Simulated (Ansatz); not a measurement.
**Bi2W: levels along high-symmetry lines**

```
W Bi
1.0
     3.42037    0.00000    0.00000
    -1.71019    2.96213    0.00000
     0.00000    0.00000    8.35309
W Bi
1 2
Direct
  0.00000 0.00000 0.00000
  0.33333 0.66667 0.25365
  0.66667 0.33333 0.74635
```

Atom numbers follow the list: W1, Bi2, Bi3.

The structure comes from a relaxation in the same program, started in the CdI2 type, and has space group P-3m1. Whether it is a known phase or the ground state wasn't checked.

No spin–orbit coupling, which matters for the heavy atoms here.

These are results of DFT, PBE, all-electron LAPW, scalar-relativistic in Ansatz 0.2.0, not measurements.

Numerical set-up: a Γ-centred 9×9×5 k mesh, Fermi–Dirac smearing of 0.03 eV, basis error target 0.5 meV/atom, no spin polarisation.

Points in fractions of the reciprocal vectors of this cell: Γ (0, 0, 0), M (0.5, 0, 0), K (0.333, 0.333, 0), A (0, 0, 0.5), L (0.5, 0, 0.5), H (0.333, 0.333, 0.5). The path joins them by straight lines in the order Γ–M–K–Γ–A–L–H–A–L; legs that retrace an earlier one aren't tabulated. Energies are in eV from the Fermi level.

List the levels at H between -20 and 8 eV.

-9.85 (×2), -4.33, -3.86 (×2), -2.97, -2.06 (×2), 0.35 (×2), 1.61, 3.85 (×2), 3.89, 5.39, 6.06 (×2).

List the levels at M between -20 and 8 eV.

-10.41, -10.13, -5.78, -4.53, -3.11, -1.60, -1.53, -1.21, 1.17, 1.58, 1.89, 3.14, 4.52, 4.67, 5.73, 6.14, 7.00, 7.10.

List the levels at Γ between -20 and 8 eV.

-13.21, -12.43, -6.03, -1.77, -1.52, -1.04 (×2), 0.22 (×2), 3.36, 4.86 (×2), 6.16 (×2), 7.89.

What is the band gap?

None at this level of theory (metallic, semimetallic, or a small gap that the functional closes).
